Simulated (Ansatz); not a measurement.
Consider the following.

Relaxed SnTe (rock salt):

```yaml
crystal:
  lattice:
    - [0.00000, 6.40926, 6.40926]
    - [3.20463, 0.00000, 3.20463]
    - [3.20463, 3.20463, 0.00000]
  atoms:
    - { symbol: Te, position: [0.00000, 0.00000, 0.00000] }
    - { symbol: Te, position: [0.50000, 0.00000, 0.00000] }
    - { symbol: Sn, position: [0.25000, 0.50000, 0.50000] }
    - { symbol: Sn, position: [0.75000, 0.50000, 0.50000] }
```

The atoms are displaced by Q × the pattern below (from a DFPT mode at L = (0.5, 0.0, 0.0), largest move 1; Q in Å), at fixed cell. (q is in reciprocal vectors of the primitive cell; the cell shown is doubled to hold the pattern.)

| atom | x | y | z |
|---|---|---|---|
| Te1 | 0.577 | -0.577 | -0.577 |
| Te2 | -0.577 | 0.577 | 0.577 |

Atoms not listed stay in place.

Method: PBE (plane waves to 420 eV, PAW, scalar-relativistic; Ansatz, a quantum-chemistry and plane-wave program). k mesh 13×13×13 (Γ-centred), Fermi-Dirac smearing 0.05 eV. E stands for the smeared free energy. SnTe was relaxed with its symmetry unable to fall. Spin-orbit coupling is left out, though Te is heavy. The PAW data are Ansatz's earlier set. ΔE is measured from the undisplaced structure.

The scan covers Q from -0.100 to 0.100 Å in 13 points.

Which space group does the distorted structure have?

R-3m (No. 166), lowered from Fm-3m.

What is the energy change at Q = 0.100 Å?

48.6 meV/cell.

What harmonic wavenumber does the curvature at Q = 0 give?

102 cm⁻¹.

(For displaced atoms, the force is minus the slope of the energy, and its curvature is a force constant, which sets phonon frequencies.)
